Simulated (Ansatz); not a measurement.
NbIr (L1₀ or tetragonal B2, P4/mmm), plane-wave PAW PBEsol (Ansatz code), all energies at zero smearing, with the estimated change up to a 700 eV cutoff added, with one set of potentials and settings (totals compare only within such a set). Cell of 2 atoms (1 Ir, 1 Nb): -16295.556 eV.

```csv
element,reference phase,E (eV/atom)
Ir,"Fm-3m, 1 atoms in the cell",-11799.0386
Nb,"Im-3m, 1 atoms in the cell",-4495.4542
```

Formation energy per atom, worked out: (-16295.556 − 1×(-11799.0386) − 1×(-4495.4542))/2 = -0.532 eV/atom (-51 kJ per mol of atoms), at 0 K, without zero-point energy or fitted corrections.

The workflow started from an entry of the Crystallography Open Database (COD). Its standing as an ambient phase is unchecked. The PBEsol relaxation kept the symmetry of its start; whether a distortion lowers the energy is not shown. No spin polarisation was allowed. The references are the lowest solids computed at this level, not always the standard phases. Scalar-relativistic: spin–orbit coupling is off unless named, which matters more the heavier the elements.

Potentials: the later of the program's two PAW sets.
